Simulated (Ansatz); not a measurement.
## TiO2: how the free axis answers a strain

TiO2, I4_1/amd, a = 3.778 Å, c = 9.584 Å. The compound has several low-lying forms, and this is one of them. Ansatz: r2SCAN, PAW, 500 eV, Γ-centred 6×6×4 mesh on 12 atoms, Gaussian smearing 0.02 eV; no spin polarisation. Series: biaxial strain in the a-b plane, c and atoms relaxed; x is the strain in per cent. y is the change of c in per cent of 9.584 Å.

| x (%) | y (%) |
| --- | --- |
| -3.0 | 4.89 |
| -2.0 | 3.16 |
| -1.0 | 1.53 |
| 0.0 | 0.00 |
| 1.0 | -1.39 |
| 2.0 | ? |
| 3.0 | -3.73 |

Q: Fit y = c1 x + c2 x² to the other rows, say what c1 measures, and predict the missing y.

A: Least squares on the rows shown. y = −1.441 x + 0.06496 x². With no stress along c, c1 = −2C13/C33 = -1.441. At −2 the volume would not change at all; a value this near to it means that the crystal resists a change of volume much more than one of shape. At x = 2.0 the fit asked for gives -2.62 %. The run gave -2.63 %, so the fit is 0.01 % too high, within the rms miss on the fitted rows (0.02 %).